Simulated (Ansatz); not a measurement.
One crystal and one scan (frozen-phonon scan) at two levels, r2SCAN (plane waves to 500 eV, PAW, scalar-relativistic; Ansatz, a program for electronic structure) and PBE (plane waves to 420 eV, PAW, scalar-relativistic; Ansatz), each from its own relaxed cell and on its own mesh. The cell shown is that of r2SCAN.

MgO (rock salt)

```yaml
crystal:
  lattice:
    - [0.00000, 4.20438, 4.20438]
    - [2.10219, 0.00000, 2.10219]
    - [2.10219, 2.10219, 0.00000]
  atoms:
    - { symbol: O, position: [0.00000, 0.00000, 0.00000] }
    - { symbol: O, position: [0.50000, 0.00000, 0.00000] }
    - { symbol: Mg, position: [0.25000, 0.50000, 0.50000] }
    - { symbol: Mg, position: [0.75000, 0.50000, 0.50000] }
```

The atoms are displaced by Q × the pattern below (from a DFPT mode at L = (0.5, 0.0, 0.0), largest move 1; Q in Å), at fixed cell. (q is in reciprocal vectors of the primitive cell; the cell shown is doubled to hold the pattern.)

| atom | x | y | z |
|---|---|---|---|
| Mg3 | 0.577 | -0.577 | -0.577 |
| Mg4 | -0.577 | 0.577 | 0.577 |

Atoms not listed stay in place.

MgO was relaxed with its symmetry unable to fall. Percentages come from the unrounded values.

Results of r2SCAN:

Lattice constant a (Å): 4.204
Band gap of the relaxed cell, no spin-orbit coupling (eV): 5.68
Harmonic wavenumber from the curvature (finite differences) (cm⁻¹ (negative: imaginary)): 551
Shape of the curve: a single well with its minimum at or next to zero displacement

Question: Estimate the PBE values.

Answer: 
```csv
quantity,PBE,r2SCAN − PBE
Lattice constant a (Å),4.254,-0.050 (-1.2 %)
"Band gap of the relaxed cell, no spin-orbit coupling (eV)",4.46,+1.22 (+27 %)
Harmonic wavenumber from the curvature (finite differences) (cm⁻¹ (negative: imaginary)),527,+24 (+4.6 %)
```

r2SCAN gives the higher value for: band gap of the relaxed cell, no spin-orbit coupling; harmonic wavenumber from the curvature. r2SCAN gives the lower value for: lattice constant a. Both give the same shape of the curve: a single well with its minimum at or next to zero displacement.

(A displaced cell: forces are minus the slopes of the energy, force constants its curvatures, and phonons follow from these.)
